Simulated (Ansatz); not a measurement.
SbPt:
```cif
data_Pt2Sb2
_chemical_formula_sum 'Sb2 Pt2'
_space_group_name_H-M_alt 'P 1'
_space_group_IT_number 1
_cell_length_a 4.14616
_cell_length_b 4.14616
_cell_length_c 5.43103
_cell_angle_alpha 90.000
_cell_angle_beta 90.000
_cell_angle_gamma 120.000
loop_
_space_group_symop_operation_xyz
  'x, y, z'
loop_
_atom_site_label
_atom_site_type_symbol
_atom_site_fract_x
_atom_site_fract_y
_atom_site_fract_z
_atom_site_occupancy
Sb1 Sb 0.66667 0.33333 0.75000 1
Sb2 Sb 0.33333 0.66667 0.25000 1
Pt1 Pt 0.00000 0.00000 0.50000 1
Pt2 Pt 0.00000 0.00000 0.00000 1
```

This is the LDA-relaxed structure.

**Question.** All from LDA (plane waves, PAW; program Ansatz), unless another level is named. Estimate the bulk modulus (Birch–Murnaghan fit).

**Answer.** 148 GPa.

**Question.** And the highest zone-centre frequency?

**Answer.** 23.6 meV.

Space group P6_3/mmc (NiAs type). The first step of the workflow began from a Materials Project structure, measured or hypothetical; the Crystallography Open Database files this formula in space group No. 194, but the cells were not matched. Whether it is the stable phase at ambient conditions was not checked. The LDA relaxation kept the symmetry of its start; of distortions, only those at the zone centre were tested. The run is not spin-polarised. Scalar-relativistic: spin–orbit coupling is off unless named, which matters more the heavier the elements.

Potentials: the later of the program's two PAW sets.
